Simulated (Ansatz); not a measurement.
An Ansatz (a quantum-chemistry and plane-wave program) run. Input:

Ansatz 0.2 input:
```yaml
crystal:
  lattice:
    - [3.900872578, 0.0, 0.0]
    - [-1.950436289, 3.3782547494, 0.0]
    - [0.0, 0.0, 6.4424544163]
  atoms:
    - { symbol: Si, position: [0.6666666667, 0.3333333333, 0.8745557419] }
    - { symbol: Si, position: [0.3333333333, 0.6666666667, 0.3745557419] }
    - { symbol: Ge, position: [0.6666666667, 0.3333333333, 0.5004442581] }
    - { symbol: Ge, position: [0.3333333333, 0.6666666667, 0.0004442581] }
kpoints:
  mp_grid: { grid: [7, 7, 4] }
  band_path:
    path:
      - [[0.0, 0.0, 0.0], [0.5, 0.0, 0.0], [0.3333333333, 0.3333333333, 0.0], [0.0, 0.0, 0.0], [0.0, 0.0, 0.5], [0.5, 0.0, 0.5], [0.3333333333, 0.3333333333, 0.5], [0.0, 0.0, 0.5]]  # Γ-M-K-Γ-A-L-H-A
      - [[0.5, 0.0, 0.5], [0.5, 0.0, 0.0]]  # L-M
      - [[0.3333333333, 0.3333333333, 0.5], [0.3333333333, 0.3333333333, 0.0]]  # H-K
      - [VBM, CBM]
    npoints: 8
basis: { xc_grid: 2 }
hamiltonian:
  xc: pbesol
  pseudopotentials: { kind: paw }
magnetization: { noncollinear: true, spin_orbit: true }
scf:
  n_extra_bands: 12
  convergence: { dr2_threshold: 0.0000000001 }
  occupations: { method: gaussian, width: 0.01 }
checkpoint: { write: soc.run }
output: { eigenvalues: true }
```

Output (shortened):

```
Pseudopotential: Si, paw_fr, valence charge 4
Pseudopotential: Ge, paw_fr, valence charge 14
Functional definition: PBEsol
non-collinear run that drives no moment, with spin-orbit …
Crystal: 4 atoms, lattice volume = 84.900 Å³
Basis set: ecut = 420 eV, 1677 PW (Γ), exchange–correlation on 54×54×90 points (8 copies of the dense FFT grid, shifted against one another)
Bands: 48, of which v1, the nominal top of the filled ones, is band 36 counted from 1 (35 counted from 0)
Symmetry: 12 space group operations + 12 with time reversal
k-points: 24 of 196 (time reversal used)
Projection manifold: j_resolved (fully-relativistic pseudo-atomic orbitals)
SCF iter   1: F=—  HF=-9750.323243 eV  |F-HF|=—  |Δ(HF+E_count)|=         —  Δρ=4.02e-2  dr2=1.17e0  dr2_m=0.00e0 (ungated)  ethr=3.10e-3  |M|=0.00e0 ∫|m|=0.00e0 μB  |m|>n=0.0e0 m-floor=0.0e0 τ_xc=0.0e0  β_m=0.30  ⟨swp⟩=6.1  Hψ=5403  notcnv=0  defer=8
preconditioner: auto → Resta (q_TF=auto, 2.365 Å⁻¹)
spin=Noncollinear: Resta preconditioning applied to the charge; magnetization (m_x, m_y, m_z) channels mix plain (no charge-response kernel on spin).
SCF iter   2: F=—  HF=-9750.206792 eV  |F-HF|=—  |Δ(HF+E_count)|=   1.16e-1  Δρ=3.03e-2  dr2=6.89e-1  dr2_m=0.00e0 (ungated)  ethr=3.10e-3  |M|=0.00e0 ∫|m|=0.00e0 μB  |m|>n=0.0e0 m-floor=0.0e0 τ_xc=0.0e0  β_m=0.65  ⟨swp⟩=1.0  Hψ=1344  notcnv=0  defer=9
SCF iter   3: F=—  HF=-9750.043568 eV  |F-HF|=—  |Δ(HF+E_count)|=   1.63e-1  Δρ=2.27e-3  dr2=6.07e-3  dr2_m=0.00e0 (ungated)  ethr=1.91e-3  |M|=0.00e0 ∫|m|=0.00e0 μB  |m|>n=0.0e0 m-floor=0.0e0 τ_xc=0.0e0  β_m=0.64  ⟨swp⟩=2.2  Hψ=1368  notcnv=0  defer=20
SCF iter   4: F=—  HF=-9750.044988 eV  |F-HF|=—  |Δ(HF+E_count)|=   1.42e-3  Δρ=1.64e-3  dr2=2.21e-3  dr2_m=0.00e0 (ungated)  ethr=1.69e-5  |M|=0.00e0 ∫|m|=0.00e0 μB  |m|>n=0.0e0 m-floor=0.0e0 τ_xc=0.0e0  β_m=0.82  ⟨swp⟩=2.0  Hψ=2004  notcnv=0  defer=150
SCF iter   5: F=—  HF=-9750.046566 eV  |F-HF|=—  |Δ(HF+E_count)|=   1.58e-3  Δρ=5.14e-4  dr2=2.18e-4  dr2_m=0.00e0 (ungated)  ethr=6.15e-6  |M|=0.00e0 ∫|m|=0.00e0 μB  |m|>n=0.0e0 m-floor=0.0e0 τ_xc=0.0e0  β_m=0.79  ⟨swp⟩=2.0  Hψ=2006  notcnv=0  defer=150
SCF iter   6: F=—  HF=-9750.046694 eV  |F-HF|=—  |Δ(HF+E_count)|=   1.28e-4  Δρ=1.18e-4  dr2=1.10e-5  dr2_m=0.00e0 (ungated)  ethr=6.06e-7  |M|=0.00e0 ∫|m|=0.00e0 μB  |m|>n=0.0e0 m-floor=0.0e0 τ_xc=0.0e0  β_m=0.90  ⟨swp⟩=2.0  Hψ=1920  notcnv=0  defer=150
SCF iter   7: F=—  HF=-9750.046706 eV  |F-HF|=—  |Δ(HF+E_count)|=   1.20e-5  Δρ=2.16e-5  dr2=4.32e-7  dr2_m=0.00e0 (ungated)  ethr=3.05e-8  |M|=0.00e0 ∫|m|=0.00e0 μB  |m|>n=0.0e0 m-floor=0.0e0 τ_xc=0.0e0  β_m=0.95  ⟨swp⟩=2.0  Hψ=1386  notcnv=0  defer=150
SCF iter   8: F=—  HF=-9750.046707 eV  |F-HF|=—  |Δ(HF+E_count)|=   7.99e-7  Δρ=4.06e-6  dr2=1.31e-8  dr2_m=0.00e0 (ungated)  ethr=1.20e-9  |M|=0.00e0 ∫|m|=0.00e0 μB  |m|>n=0.0e0 m-floor=0.0e0 τ_xc=0.0e0  β_m=0.97  ⟨swp⟩=2.0  Hψ=1476  notcnv=0  defer=150
SCF iter  10: F=-9750.046707 eV  HF=-9750.046707 eV  |F-HF|=7.28e-12  |Δ(HF+E_count)|=  1.49e-10  Δρ=7.47e-8  dr2=5.03e-12  dr2_m=0.00e0 (ungated)  ethr=1.00e-12  |M|=0.00e0 ∫|m|=0.00e0 μB  |m|>n=0.0e0 m-floor=0.0e0 τ_xc=0.0e0  ⟨swp⟩=9.1  Hψ=3856  notcnv=0
SCF 1 converged in 10 iterations: F = -9750.046707 eV  dr2 = 5.03e-12
NSCF: frozen V_eff on 28 k-points
NSCF: frozen V_eff on 28 k-points
NSCF: frozen V_eff on 28 k-points
NSCF: frozen V_eff on 26 k-points
NSCF: frozen V_eff on 9 k-points
NSCF: frozen V_eff on 22 k-points
NSCF: frozen V_eff on 22 k-points
NSCF: frozen V_eff on 13 k-points
NSCF: frozen V_eff on 22 k-points
NSCF: frozen V_eff on 6 k-points
NSCF: frozen V_eff on 84 k-points
SCF converged after 10 iterations
Magnetization: |M| = 0.0000 μB,  M = (+0.0000, +0.0000, +0.0000) μB
Absolute magnetization: 0.0000 μB (∫|m|)
  site 0: m = (+0.0000, +0.0000, +0.0000) μB, |m| = 0.0000 μB  (R = 0.99 Å)
  site 1: m = (+0.0000, +0.0000, +0.0000) μB, |m| = 0.0000 μB  (R = 0.99 Å)
  site 2: m = (+0.0000, +0.0000, +0.0000) μB, |m| = 0.0000 μB  (R = 0.99 Å)
  site 3: m = (+0.0000, +0.0000, +0.0000) μB, |m| = 0.0000 μB  (R = 0.99 Å)
Free energy (F): -9750.046707 eV
Harris-Foulkes:  -9750.046707 eV  (|F-HF|=7.28e-12)
Internal energy: -9750.046707 eV  (E = F + TS)
E sigma→0 (E₀):  -9750.046707 eV
Fermi energy:    7.881436 eV
--- Per-component energies (eV) ---
  E_band       = -305.219702
  E_kinetic    = 303.896401
  E_local      = -5301.523114  (includes V_loc(G=0)·N_el)
  E_nonlocal   = 893.761408
  E_hartree    = 2328.081173
  E_xc         = -259.390945
  E_vxc        = -223.303851  (∫ρ·V_xc dr)
  E_paw        = -4957.831478  (= ΣΔE_a)
  E_vpaw       = -634.213461  (= ΣTr[D̂ρ^β])
  E_aug_tail   = 0.000622  (compensation charges beyond the density's cutoff)
  E_ewald      = -2758.946254
  E_core_change = 1.905481  (= ΣΔE_core)
  E_smearing   =  0.000000  (= −TS)
  E_closure    = 0.000000  (closes the sum)
  Σ components = -9750.046707   (vs F -9750.046707, Δ=0.00e0)
  [band-id]    e_kinetic+e_local+e_nonlocal+2·e_hartree+e_vxc+e_vpaw+e_augmentation_tail = -305.219649   (vs E_band -305.219702, Δ=5.30e-5)
--- Band table (eV; the first three rows and the last of 24) ---
  k-point 0: bands = ["-17.2522", "-17.2522", "-17.2489", "-17.2489", "-17.2486", "-17.2486", "-17.2477", "-17.2477", "-16.6790", "-16.6790", "-16.6767", "-16.6767", "-16.6622", "-16.6622", "-16.6617", "-16.6617", "-16.6610", "-16.6610", "-16.6568", …
  k-point 1: bands = ["-17.2517", "-17.2517", "-17.2491", "-17.2491", "-17.2487", "-17.2487", "-17.2479", "-17.2479", "-16.6787", "-16.6787", "-16.6770", "-16.6770", "-16.6616", "-16.6616", "-16.6614", "-16.6614", "-16.6611", "-16.6611", "-16.6576", …
  k-point 2: bands = ["-17.2504", "-17.2504", "-17.2504", "-17.2504", "-17.2483", "-17.2483", "-17.2483", "-17.2483", "-16.6779", "-16.6779", "-16.6779", "-16.6779", "-16.6612", "-16.6612", "-16.6612", "-16.6612", "-16.6595", "-16.6595", "-16.6595", …
  k-point 23: bands = ["-17.2503", "-17.2503", "-17.2498", "-17.2498", "-17.2465", "-17.2465", "-17.2433", "-17.2433", "-16.6764", "-16.6764", "-16.6742", "-16.6742", "-16.6617", "-16.6617", "-16.6603", "-16.6603", "-16.6577", "-16.6577", "-16.6553", …
```

Cost: about 100 core-seconds (a rough figure) on shared cores.

Space group P6_3mc (wurtzite). The first step of the workflow began from a Materials Project structure, measured or hypothetical; the Crystallography Open Database copy checked does not list it. Whether it is the stable phase at ambient conditions was not checked. Symmetry was held in the PBEsol relaxation; of distortions, only those at the zone centre were tested.

Potentials: the later of the program's two PAW sets.

Ansatz is a plane-wave DFT program.
